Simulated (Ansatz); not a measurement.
Debugging a calculation of As2Se

Someone meant to compute As2Se with PBE, plane waves and PAW in Ansatz and wrote this input.

```yaml
crystal:
  lattice:
    - [-3.529418, 3.529418, 2.653571]
    - [3.529418, -3.529418, 2.653571]
    - [3.529418, 3.529418, -2.653571]
  atoms:
    - { symbol: As, position: [0.875, 0.125, 0.75] }
    - { symbol: As, position: [0.375, 0.125, 0.25] }
    - { symbol: As, position: [0.875, 0.625, 0.75] }
    - { symbol: As, position: [0.875, 0.125, 0.25] }
    - { symbol: Se, position: [0.5, 0.5, 0.0] }
    - { symbol: Se, position: [0.25, 0.75, 0.5] }
basis:
  ecutwfc: 420
kpoints:
  mp_grid: { grid: [8, 8, 8] }
hamiltonian:
  xc: pbe
scf:
  occupations: { method: gaussian, width: 0.1 }
output:
  forces: true
  stress: true
  eigenvalues: true
magnetization:
  spin_orbit: true
```

Command:

```bash
ansatz run input.yaml --threads 1 --pin off --max-ram 2560MiB --backend cpu --events-out ev --progress --plain --runs-dir out
```

Output, shortened:

```text
Error: inconsistent input (magnetization.spin_orbit, magnetization.noncollinear): true requires noncollinear: true — spin–orbit coupling acts on 2-spinor wavefunctions; set both flags
```

Problem. Why did this happen?

Solution. The fault is spin-orbit coupling without non-collinear spin. The coupling acts on two-component spinors. The cure is the spin-orbit key removed, as no coupling was intended (to keep it, non-collinear spin must be switched on).

Fix:

```diff
-magnetization:
-  spin_orbit: true
```

The mended run converges, with a pressure of -0.08 GPa, no gap.

The mended run took 77 s on 1 thread of Intel(R) Xeon(R) Processor @ 2.50GHz (Skylake/Cascade Lake), with other jobs on the host, peak memory 0.6 GiB.